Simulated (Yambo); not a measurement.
## Excitons in SiO2

```
SiO2
1.0
    4.91656     0.00000     0.00000
   -2.45828     4.25787     0.00000
    0.00000     0.00000     5.43163
O Si
6 3
Cartesian
 -1.08744   3.11437   2.97556
  0.30488   1.75892   1.16501
  0.78257   3.64243   4.78610
  3.24085   0.61543   2.45607
  1.37084   1.14349   4.26662
  2.76316   2.49894   0.64553
 -1.15244   1.99609   1.81054
  1.30584   2.26178   0.00000
  2.30488   0.00000   3.62109
```

The geometry is that of Materials Project entry mp-6930, symmetrised and not relaxed again.

BSE in Yambo on LDA (Quantum ESPRESSO, PseudoDojo norm-conserving, 84 Ry, without SOC) bands: 6×6×6 mesh, 12 valence and 5 conduction bands, static screening with 66 bands and a 3 Ry block, scissor 3.14 eV, Tamm-Dancoff; field along x.

| state | energy (eV) | states within 2 meV | relative strength | class | main transitions |
|---|---|---|---|---|---|
| 1 | 8.15 | 2 | 0.44 | weak | several band pairs |
| 2 | 8.49 | 1 | < 0.01 | dark | VB−2 → CB (61 %) |
| 3 | 8.56 | 2 | 0.43 | weak | several band pairs |
| 4 | 8.79 | 2 | 0.04 | weak | several band pairs |
| 5 | 8.86 | 2 | 0.11 | weak | VB → CB (80 %) |
| 6 | 8.89 | 1 | < 0.01 | dark | VB → CB (91 %) |

These are vertical excitations (zero momentum); the indirect quasiparticle gap, about 8.86 eV, is smaller than the direct one (9.21 eV on the GW mesh). The direct quasiparticle gap on this mesh is 9.21 eV; counted from there, state 1 is bound by 1.06 eV. On a 3×3×4 mesh the same difference is 1.20 eV, so it isn't converged.

Spin singlets only. Strengths are relative to the strongest of the lowest states of this run; strong means a line over 3 % of the spectrum's maximum, dark under 0.03 %. Absolute energies carry the error of the G0W0 scissor, whose convergence isn't established; the long-wavelength screening was taken along (1,1,1) although the crystal is anisotropic.
